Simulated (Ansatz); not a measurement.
SrTiO$_{3}$ (cubic perovskite)

```
CELL_PARAMETERS angstrom
      3.89141     0.00000     0.00000
      0.00000     3.89141     0.00000
      0.00000     0.00000     3.89141
ATOMIC_POSITIONS crystal
  Sr 0.00000 0.00000 0.00000
  Ti 0.50000 0.50000 0.50000
  O  0.00000 0.50000 0.50000
  O  0.50000 0.50000 0.00000
  O  0.50000 0.00000 0.50000
```

E(V) scan at fixed shape, V₀ the volume above. Symmetry pins the atoms to their sites.

Method: PBEsol (plane waves to 420 eV, PAW, scalar-relativistic; Ansatz, a quantum-chemistry and plane-wave program). k mesh 9×9×9 (Γ-centred), Fermi-Dirac smearing 0.05 eV. Stress and pressure are positive under compression. SrTiO3 is run without spin polarisation. SrTiO3 was relaxed with its symmetry unable to fall. The PAW data are Ansatz's earlier set.

At one point of the scan the stress tensor (GPa) is:

```
   24.7      0.0      0.0
    0.0     24.7      0.0
    0.0      0.0     24.7
```

Q: Which point is it?
A. V/V₀ = 0.900
B. V/V₀ = 0.960
C. V/V₀ = 0.920
D. V/V₀ = 0.940

A: A, V/V₀ = 0.900

(Under strain, the slope of the energy per volume gives the stress and its curvature an elastic modulus.)
